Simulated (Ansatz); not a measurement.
Bcc Ta (100), 6 layers, DFT, PBE, all-electron LAPW, scalar-relativistic (Ansatz 0.2.0), on 2 threads of Intel(R) Xeon(R) Platinum 8488C (Sapphire Rapids) (shared host).

Command: `ansatz run input.yaml --threads 2 --pin off --max-ram 4096MiB --backend cpu --events-out ev --progress --plain --runs-dir out`

```yaml
crystal:
  lattice:
    - [3.3195547167, 0.0, 0.0]
    - [0.0, 3.3195547167, 0.0]
    - [0.0, 0.0, 24.2989]
  atoms:
    - { symbol: Ta, position: [0.25, 0.25, 0.3367527524] }
    - { symbol: Ta, position: [0.75, 0.75, 0.396775733] }
    - { symbol: W, position: [0.25, 0.25, 0.4643958235] }
    - { symbol: Ta, position: [0.75, 0.75, 0.5356042204] }
    - { symbol: Ta, position: [0.25, 0.25, 0.6032242507] }
    - { symbol: Ta, position: [0.75, 0.75, 0.6632472199] }
kpoints:
  mp_grid: { grid: [12, 12, 1] }
scf:
  occupations: { method: fermi_dirac, width: 0.08 }
hamiltonian:
  xc: pbe
  pseudopotentials: { kind: all_electron, lapw: { basis_error: 0.001 } }
output:
  forces: true
  stress: true
  eigenvalues: true
efield:
  axis: 3
  amplitude: 0
  dipole_correction: true
```

How large is the problem that the program sets up?

28 irreducible k-points, 3015 plane waves at Γ, 156 bands.

About how long does it take, and how much memory?

6.7 min of wall time for 14 SCF iterations, with a peak of 1.9 GiB. Times on shared machines scatter by tens of per cent.
